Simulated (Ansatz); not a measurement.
Relaxed-ion elastic tensor of TiN (rock salt, Fm-3m) in GPa (Voigt order), the program Ansatz at the PBEsol level (PAW); density 5.53 g/cm³, 9.29 Å³ per atom.

```
     1    2    3    4    5    6
-  ---  ---  ---  ---  ---  ---
1  643  129  129  0.0  0.0  0.0
2  129  643  129  0.0  0.0  0.0
3  129  129  643  0.0  0.0  0.0
4  0.0  0.0  0.0  172  0.0  0.0
5  0.0  0.0  0.0  0.0  172  0.0
6  0.0  0.0  0.0  0.0  0.0  172
```

Is the crystal mechanically stable?

Yes: the smallest eigenvalue of C is 172 GPa.

Work out the Voigt, Reuss and Hill averages.

K_V = 300, K_R = 300, K_H = 300; G_V = 206, G_R = 198, G_H = 202 GPa.

Give Young's modulus, Poisson's ratio, Pugh's ratio and the universal anisotropy index.

E = 9KG/(3K + G) = 495 GPa; ν = 0.23; K/G = 1.49 (brittle by the Pugh limit of 1.75); A_U = 5G_V/G_R + K_V/K_R − 6 = 0.20.

Estimate the sound speeds and the Debye temperature.

v_l = √((K + 4G/3)/ρ) = 10100 m/s, v_t = √(G/ρ) = 6040 m/s, mean 6690 m/s; Θ = (h/k)(3n/4πV)^(1/3) v_m = 948 K.

Give the Zener ratio and Young's modulus along [100], [110] and [111].

A = 2C44/(C11 − C12) = 0.67; 1/E = S11 − 2(S11 − S12 − S44/2)Γ with Γ = 0, 1/4, 1/3 gives 600, 466, 433 GPa.

The cell was relaxed with PBEsol under the symmetry of its start. No spin polarisation was allowed. With an odd number of electrons in the cell and no spin polarisation, the count alone makes it a metal. As this level gives no gap, shear constants depend on the k-mesh and smearing (Fermi–Dirac, 0.1 eV here).

Potentials: the earlier of the program's two PAW sets. The files were generated under PBE; for other functionals the program regenerates the frozen cores, and for LDA and PBEsol the local potential too.
